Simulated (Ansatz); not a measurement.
# HfGeTe under pressure: fit and missing row

HfGeTe, P4/nmm, a = 3.838 Å, c = 8.444 Å. The structure is a COD entry; whether it is the stable form wasn't checked. Ansatz: PBEsol, PAW, 420 eV, Γ-centred 10×10×4 mesh on 6 atoms, Gaussian smearing 0.10 eV; no spin polarisation. Cell and atoms are relaxed at each pressure, and no other structure is tried, so the rows at high pressure may lie past a change of phase.

| V (Å³/atom) | P (GPa) |
| --- | --- |
| 14.162 | 90.01 |
| 15.839 | 50.00 |
| ? | 25.00 |
| 18.861 | 11.99 |
| 19.999 | 3.99 |
| 20.531 | 1.00 |
| 20.730 | -0.01 |
| 20.932 | -0.99 |

Task: Take V0 = 20.730 Å³/atom, count pressures from its P0 = -0.01 GPa, fit the third-order Birch–Murnaghan form to the other rows, and predict the missing volume.

Result: With the Eulerian strain f = ½[(V0/V)^(2/3) − 1] and y = (P − P0)/[3f(1 + 2f)^(5/2)], the form is the line y = B0 + 1.5 B0 (B0′ − 4) f. Rows (f, y): 0.14459, 110.0; 0.09825, 108.3; 0.03251, 105.1; 0.01211, 103.7; 0.00323, 102.6; -0.00322, 103.1. Means f = 0.04791, y = 105.47; Σ(Δf)² = 0.01801, ΣΔfΔy = 0.8989; the slope is their ratio. y = 103.1 + 49.91 f GPa, so B0 = 103.1 GPa and B0′ = 4 + 2 × (49.91)/(3 × 103.1) = 4.32. P = 25.00 GPa is met at f = 0.05937 (y = 106.06), so V = V0 (1 + 2f)^(−3/2) = 17.519 Å³/atom. The run gave 17.532 Å³/atom, so the fit is 0.013 Å³/atom too low, 0.19 % of the span of the series, against an rms of 0.006 Å³/atom on the fitted rows. The points of y bend away from a line: a fourth-order term fitted to them gives P = 24.94 GPa at this row's volume (the line 24.85, the run 25.00).

The mesh isn't the same in all rows (10×10×4, 10×10×6). Spin–orbit coupling is left out, which can shift energies with elements as heavy as these.